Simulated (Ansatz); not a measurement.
Mo (bcc (W type)), relaxed and computed with several functionals in Ansatz (plane waves, PAW). Much of their spread follows the volume that each gives.

```tsv
functional	V (Å³/atom)	B₀ by P(V) fit (GPa)
PBEsol	15.32	281
LDA	15.06	294
r²SCAN	15.63	271
PBE+D3(BJ)	15.34	277
r²SCAN+D4	15.53	?
```

Fit a straight line to ln B₀ against ln V and predict the withheld value.

Least squares on the 4 shown rows: ln B₀ = -2.19 × ln V + (11.616), with a scatter of 0.8 %. For r²SCAN+D4 this gives 273. The run itself gave 276, a miss of 1.1 % of that.

All cells were relaxed under the symmetry of their starts (and spin orders); stability against distortions was not tested throughout. Rows with no word on spin ran without spin polarisation. Spin–orbit coupling is left out wherever it is not named.

Potentials: the later of the program's two PAW sets.

Ansatz (an electronic-structure program) is a plane-wave DFT program.
